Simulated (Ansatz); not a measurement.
## Fields on a plane of Ru (hcp, Mg type)

```
Ru
1.0
    2.72216     0.00000     0.00000
   -1.36108     2.35746     0.00000
    0.00000     0.00000     4.29083
Ru
2
Direct
  0.33333   0.66667   0.75000
  0.66667   0.33333   0.25000
```

The slice is a (1 -1 0 0) plane (indices of the conventional cell) through the point (0.333, 0.667, 0.750) (fractional), spanned by u = [110] and v = [001] in vectors of this cell: u (2.72 Å) and v (4.29 Å, at 90° to u). It covers one period; positions are fractions (u, v).

Atoms on it: Ru at (0.00, 0.00). Other atoms lie within 1 Å of the plane.

Method: PBE (plane waves to 420 eV, PAW, scalar-relativistic; Ansatz, a program for electronic structure). k mesh 20×20×11. Near the nuclei the fields are pseudised (PAW); where an atom keeps semicore shells as valence, they peak there. Ru is run without spin polarisation. Ru was relaxed with its symmetry unable to fall.

```
|@@@@@@@@%%**==::..      ..::==**%%@@@@@@|
|@@@@@@%%##**==::..      ..::==**##%%@@@@|
|@@@@%%%%**++--::..      ..::--++**%%%%@@|
|%%%%####++==::..          ..::==++####%%|
|##****++==--....          ....--==++****|
|++++==--::::..              ..::::--==++|
|----::::....                  ....::::--|
|..........                      ........|
|                                        |
|                ..........              |
|            ..................          |
|          ....::::::::::::::....        |
|          ..::::----------::::..        |
|        ....::--==========--::....      |
|        ..::::--==++++++==--::::..      |
|        ..::----==++++++==----::..      |
|        ..::::--==++++++==--::::..      |
|        ....::--==========--::....      |
|          ..::::----------::::..        |
|          ....::::::::::::::....        |
|            ..................          |
|                ..........              |
|                                        |
|..........                      ........|
|----::::....                  ....::::--|
|++++==--::::..              ..::::--==++|
|##****++==--....          ....--==++****|
|%%%%####++==::..          ..::==++####%%|
|@@@@%%%%**++--::..      ..::--++**%%%%@@|
|@@@@@@%%##**==::..      ..::==**##%%@@@@|
|@@@@@@@@%%**==::..      ..::==**%%@@@@@@|
|@@@@@@@@%%**++--....  ....--++**%%@@@@@@|
```
Scale: ten equal steps from -0.55 (start of ' ') to 1.01 (end of '@'), in the order ' .:-=+*#%@'. Values: log₁₀ of the valence density in e/Å³. The map has 20 points along u (two characters each, u = 0 at the left) and 32 along v (v = 0 in the bottom row). The scale is logarithmic, as a density can span decades between atoms and voids.

```
|xxxxxxxx@@%%++::  ..::..  ::++%%@@xxxxxx|
|xxxxxxxx@@##==..  ..::..  ..==##@@xxxxxx|
|xxxxxx@@%%**--..  ..::..  ..--**%%@@xxxx|
|@@@@@@%%**==..    ..::..    ..==**%%@@@@|
|%%%%##**==::    ..::::::..    ::==**##%%|
|++++==--....  ....::::::....  ....--==++|
|........  ......................  ......|
|        ....::::..........::::....      |
|    ....::::::..          ..::::::....  |
|....::::::::..              ..::::::::..|
|::::::::::..                  ..::::::::|
|::::::::..      ..........      ..::::::|
|::::::..    ....::------::....    ..::::|
|::::....    ..::--======--::..    ....::|
|::....      ..--==++**++==--..      ....|
|::....      ::--++******++--::      ....|
|::....      ..--==++**++==--..      ....|
|::::....    ..::--======--::..    ....::|
|::::::..    ....::------::....    ..::::|
|::::::::..      ..........      ..::::::|
|::::::::::..                  ..::::::::|
|....::::::::..              ..::::::::..|
|    ....::::::..          ..::::::....  |
|        ....::::..........::::....      |
|........  ......................  ......|
|++++==--....  ....::::::....  ....--==++|
|%%%%##**==::    ..::::::..    ::==**##%%|
|@@@@@@%%**==..    ..::..    ..==**%%@@@@|
|xxxxxx@@%%**--..  ..::..  ..--**%%@@xxxx|
|xxxxxxxx@@##==..  ..::..  ..==##@@xxxxxx|
|xxxxxxxx@@%%++::  ..::..  ::++%%@@xxxxxx|
|xxxxxxxx@@%%++::  ..::..  ::++%%@@xxxxxx|
```
Scale: ten equal steps from 0.20 (start of ' ') to 0.67 (end of '@'), in the order ' .:-=+*#%@'. Values: electron localisation function (ELF). The map has 20 points along u (two characters each, u = 0 at the left) and 32 along v (v = 0 in the bottom row). Points within 0.5 Å of a nucleus are blanked (x), as the pseudised field means little there.

- Density on the Ru–Ru line (2.72 Å) at its midpoint = 0.38 e/Å³
- ELF at that point = 0.31
